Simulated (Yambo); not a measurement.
NaF (rock salt, space group Fm-3m, No. 225): the exchange self-energy on PBEsol orbitals (Yambo, 6×6×6 mesh) holds the Coulomb divergence, which is integrated with random points (RandQpts).

| random points | exchange-only gap Γ → Γ (eV) | shift of the valence edge (eV) | gap against the reference (meV) |
|---|---|---|---|
| 1,000 | 18.47 | -7.97 | 65 |
| 10,000 | 18.19 | -7.65 | -216 |
| 100,000 | 18.41 | -7.89 | 2 |
| 1,000,000 | 18.41 | -7.89 | 3 |
| 5,000,000 | 18.41 | -7.89 | reference |

From 100,000 points on, the gap stays within 20 meV of the run with most points. The error is statistical; each row is a single draw, so the rows fix no rate of convergence.

Geometry relaxed with PBEsol; primitive cell a = 3.2720 Å, b = 3.2720 Å, c = 3.2720 Å, α = 60.00°, β = 60.00°, γ = 60.00°.

A shift is the quasiparticle energy of the state minus its PBEsol energy.
